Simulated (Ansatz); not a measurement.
## HfPb3 (AuCu3-type structure)

Level of theory: DFT, PBEsol, scalar-relativistic, no spin polarisation; plane waves to 420 eV with PAW datasets (Ansatz 0.2.0), 8×8×8 k-mesh, Gaussian smearing of 0.05 eV; PAW files: Ansatz's generated set soft_2.

```
Hf Pb
1.0
     4.70426    0.00000    0.00000
     0.00000    4.70426    0.00000
     0.00000    0.00000    4.70426
Hf Pb
1 3
Direct
  0.00000 0.00000 0.00000
  0.00000 0.50000 0.50000
  0.50000 0.50000 0.00000
  0.50000 0.00000 0.50000
```

This is a trial structure made by placing the elements on a prototype's sites, so it needn't be the stable form.

The cell is relaxed to zero pressure at this level.

The cell has space group Pm-3m (read at 0.01 Å). In it the stress is 0.00, 0.00, 0.00, 0.00, 0.00, 0.00 GPa and the largest force component 0.000 eV/Å. Each change below starts from this cell, without further relaxation. Stress is in GPa, positive in compression, in the order xx, yy, zz, yz, xz, xy; energies are counted from the cell above and are free energies with the smearing's entropy, which match forces and stress in a metal.

What happens when atom 4 (Pb) is moved by 0.20 Å along y?

The energy changes by 96.3 meV per cell, and the force on it along the shift is -0.971 eV/Å (−F/u = 4.86 eV/Å²). Stress: 0.50, 0.27, 0.50, 0.00, 0.00, 0.00.
| atom | Fx (eV/Å) | Fy | Fz |
| --- | --- | --- | --- |
| Hf1 | 0.000 | -0.061 | 0.000 |
| Pb2 | 0.000 | 0.516 | 0.000 |
| Pb3 | 0.000 | 0.516 | 0.000 |
| Pb4 | 0.000 | -0.971 | 0.000 |
In a harmonic crystal the energy would rise by −½F·u = ½ × 4.86 × 0.20² eV = 97.1 meV, which matches.

What stress follows from an engineering strain of -2 % in zz, atoms carried along?

1.47, 1.47, 1.48, 0.00, 0.00, 0.00 GPa; the energy changes by 9.3 meV per cell.
The change of the stress over the strain gives a clamped-atom stiffness of about 74 GPa for this component, a secant value that lies under the elastic constant in tension and over it in compression, by several per cent for each per cent of strain.
In a harmonic crystal the energy would rise by V(½Cε² − σ₀ε), with σ₀ the stress of the unstrained cell, = 9.6 meV, which matches.

These numbers lack spin–orbit coupling.
